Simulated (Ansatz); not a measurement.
CdSe (zinc blende, F-43m), plane-wave PAW r²SCAN (Ansatz code), all energies at zero smearing, with the estimated change up to a 700 eV cutoff added, with one set of potentials and settings (totals compare only within such a set). Cell of 2 atoms (1 Se, 1 Cd): -13747.839 eV.

```tsv
element	reference phase	E (eV/atom)
Se	P3_121, 3 atoms in the cell	-5478.1269
Cd	P6_3/mmc, 2 atoms in the cell	-8268.1834
```

Formation energy per atom, worked out: (-13747.839 − 1×(-5478.1269) − 1×(-8268.1834))/2 = -0.764 eV/atom (-74 kJ per mol of atoms), at 0 K, without zero-point energy or fitted corrections.

The cell was relaxed with r²SCAN under the symmetry of its start; phonons on a q-mesh show no instability. The references are the lowest solids computed at this level, not always the standard phases.

Potentials: the later of the program's two PAW sets.
